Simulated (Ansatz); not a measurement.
AlN:
```yaml
crystal:
  lattice:
    - [3.11818, 0.00000, 0.00000]
    - [-1.55909, 2.70042, 0.00000]
    - [0.00000, 0.00000, 15.19865]
  atoms:
    - { symbol: Al, position: [0.00000, 0.00000, 0.99964] }
    - { symbol: Al, position: [0.00000, 0.00000, 0.49964] }
    - { symbol: Al, position: [0.66667, 0.33333, 0.83389] }
    - { symbol: Al, position: [0.33333, 0.66667, 0.33389] }
    - { symbol: Al, position: [0.66667, 0.33333, 0.16673] }
    - { symbol: Al, position: [0.33333, 0.66667, 0.66673] }
    - { symbol: N, position: [0.00000, 0.00000, 0.87450] }
    - { symbol: N, position: [0.00000, 0.00000, 0.37450] }
    - { symbol: N, position: [0.66667, 0.33333, 0.70803] }
    - { symbol: N, position: [0.33333, 0.66667, 0.20803] }
    - { symbol: N, position: [0.66667, 0.33333, 0.04091] }
    - { symbol: N, position: [0.33333, 0.66667, 0.54091] }
```

Relaxed with PBE.

Task: Map the electron localisation function on the plane through (0.000, 0.000, 1.000) spanned by u = [0, 0, 1] and v = [1, -1, 0] in lattice vectors, from PBE in the plane-wave PAW code Ansatz.

Result: x is the fraction of u, y of v (the angle between them is 90°; rows are the nearest grid lines); atoms in the plane: Al at (0.00, 0.00), Al at (0.50, 0.00), Al at (0.83, 0.67), Al at (0.33, 0.33), Al at (0.17, 0.67), Al at (0.67, 0.33), N at (0.87, 0.00), N at (0.37, 0.00), N at (0.71, 0.67), N at (0.21, 0.33).
```
y \ x   0.000  0.100  0.175  0.275  0.375  0.450  0.550  0.625  0.725  0.825  0.900   1.00
------  -----  -----  -----  -----  -----  -----  -----  -----  -----  -----  -----  -----
1.00    0.023  0.070  0.062  0.060  0.028  0.772  0.047  0.054  0.030  0.767  0.619  0.023
0.926   0.013  0.125  0.110  0.055  0.603  0.683  0.122  0.065  0.112  0.781  0.787  0.013
0.852   0.709  0.393  0.156  0.057  0.773  0.334  0.162  0.105  0.572  0.739  0.785  0.709
0.778   0.834  0.737  0.027  0.063  0.409  0.100  0.100  0.172  0.779  0.117  0.512  0.834
0.704   0.791  0.867  0.048  0.062  0.063  0.034  0.045  0.250  0.451  0.035  0.120  0.791
0.630   0.788  0.866  0.023  0.067  0.057  0.032  0.050  0.247  0.457  0.092  0.105  0.788
0.556   0.782  0.682  0.341  0.172  0.119  0.054  0.364  0.169  0.827  0.018  0.139  0.782
0.444   0.355  0.088  0.864  0.678  0.132  0.102  0.777  0.236  0.625  0.128  0.080  0.355
0.370   0.079  0.036  0.766  0.843  0.027  0.128  0.246  0.429  0.125  0.073  0.040  0.079
0.296   0.072  0.034  0.761  0.841  0.036  0.128  0.252  0.437  0.107  0.078  0.045  0.072
0.222   0.136  0.043  0.814  0.587  0.695  0.128  0.832  0.324  0.163  0.290  0.312  0.136
0.148   0.082  0.062  0.624  0.156  0.867  0.257  0.809  0.164  0.119  0.641  0.717  0.082
0.0741  0.016  0.077  0.177  0.062  0.643  0.642  0.328  0.074  0.057  0.761  0.775  0.016
0.000   0.023  0.070  0.062  0.060  0.028  0.772  0.047  0.054  0.030  0.767  0.619  0.023
```

The density is the valence pseudo-density with augmentation charge, so density and ELF within about 1 Å of a nucleus are not all-electron values.

Space group P6_3mc. A made-up cell: these elements were put on the sites of a structure type. Its sites differ from those of the usual phase in this space group: another stacking or structure type. The PBE relaxation kept the symmetry of its start; phonons on a q-mesh show no instability.

Potentials: the later of the program's two PAW sets.
